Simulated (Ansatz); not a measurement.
Bi (diamond, Fd-3m) under volume change, r²SCAN (plane waves, PAW; program Ansatz), scaled uniformly.

| V (Å³/atom) | E − E(relaxed) (meV/atom) | P (GPa) |
|---|---|---|
| 43.055 | 44.7 | 3.66 |
| 44.474 | 18.7 | 2.23 |
| 45.894 | 4.4 | 1.02 |
| 47.313 | 0.0 | 0.00 |
| 48.733 | 4.0 | -0.87 |
| 50.152 | 15.1 | -1.62 |
| 51.571 | 32.3 | -2.25 |

What does a third-order Birch–Murnaghan fit give for V₀, B₀ and B′?

V₀ = 47.31 Å³/atom, B₀ = 31.5 GPa, B′ = 4.4.

The start of the workflow was typed in or built on a structure type; neither database checked (COD, Materials Project) lists it. It is not the phase usual at ambient conditions (space group No. 166). The r²SCAN relaxation kept the symmetry of its start. At this level the phase is mechanically unstable. Scalar-relativistic: spin–orbit coupling is off unless named, which matters more the heavier the elements.

Potentials: the later of the program's two PAW sets.
